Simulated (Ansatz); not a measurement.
**Optical constants of W**

The calculation used Ansatz, DFT PBEsol, scalar-relativistic, plane waves, PAW. Settings: 420 eV plane-wave cutoff, Γ-centred 20×20×20 mesh, Fermi-Dirac smearing of 0.15 eV. No spin polarisation.

The cell, relaxed at this level:
```
W
1.0
    -1.57711    1.57711    1.57711
     1.57711   -1.57711    1.57711
     1.57711    1.57711   -1.57711
W
1
Cartesian
  0.0000 0.0000 0.0000
```

In a metal these results depend on the k mesh and the smearing. Spin–orbit coupling is left out, which matters for heavy elements.

Independent-particle response (no local fields, no excitons) on a 30×30×30 mesh, broadened by 0.1 eV; the Drude term is undamped and its weight carries the smearing above, which sets much of it in a semimetal. The run couldn't bound its error over part or most of this range, so small peaks and near ties are unsure. Light polarised along y. ε₁ lacks the small share of bands above those solved.

(1) Tabulate ε₁ and ε₂ against photon energy.

(2) Where is the highest local maximum of ε₂ between 0.3 and 12 eV?

Results:

(1)
```
E (eV)       ε₁     ε₂
   0.3  -667.14  11.12
   0.7   -98.46  25.60
   1.1   -26.92  18.32
   1.5    -2.23  20.04
   1.9     5.01  24.34
   2.3     2.98  25.20
   2.7     2.36  22.11
   3.1     3.52  22.98
   3.5     1.37  20.29
   3.9     1.41  18.55
   4.3     2.88  18.26
   4.7     3.71  19.43
   5.1     3.48  27.31
   5.5   -12.93  24.07
   5.9   -13.73  14.20
   6.3   -11.25   9.54
   6.7    -9.42   6.89
   7.1    -7.57   5.58
   7.5    -5.95   4.11
   7.9    -4.93   3.38
   8.3    -3.27   3.34
   8.7    -2.81   3.38
   9.1    -2.05   3.11
   9.5    -0.95   3.77
   9.9    -1.17   4.05
  10.3    -1.36   4.48
  10.7    -1.83   4.27
  11.1    -2.10   3.96
  11.5    -2.02   3.55
  11.9    -2.00   3.22
```

(2) At 5.2 eV, where ε₂ = 31.3.

Cost: 1 run of about 0.46 core-minutes, on Intel Xeon 6975P-C (Granite Rapids) (shared hosts).